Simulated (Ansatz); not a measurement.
SnS:
```xyz
8
Lattice="11.1593 0.0000 0.0000 0.0000 3.9996 0.0000 0.0000 0.0000 4.2619" Properties=species:S:1:pos:R:3 pbc="T T T"
Sn     6.9018     0.9999     1.6538
Sn     4.2575     2.9997     2.6081
Sn     9.8371     2.9997     3.7847
Sn     1.3222     0.9999     0.4771
S      3.9381     0.9999     0.1060
S      7.2212     2.9997     4.1559
S      1.6415     2.9997     2.2369
S      9.5178     0.9999     2.0250
```

DFT-PBE+D3(BJ) in the program Ansatz with PAW potentials gives a gap of 0.65 eV without spin–orbit coupling, maximum on the Γ–Z line, 88 % of the way from Γ, minimum on the Y–Γ line, 36 % of the way from Y.

Problem. What happens when spin–orbit coupling is switched on?

Solution. The gap drops by 0.02 eV, to 0.63 eV; maximum on the Γ–Z line, 88 % of the way from Γ, minimum on the Y–Γ line, 36 % of the way from Y.

Problem. Give the electron effective mass with spin–orbit coupling.

Solution. 0.093, 0.18, 0.67 mₑ (principal values).

Problem. Give the hole effective mass with spin–orbit coupling.

Solution. 0.17, 0.17, 1.9 mₑ (principal values).

Space group Pnma. Symmetry was held in the PBE+D3(BJ) relaxation.

Potentials: the earlier of the program's two PAW sets.
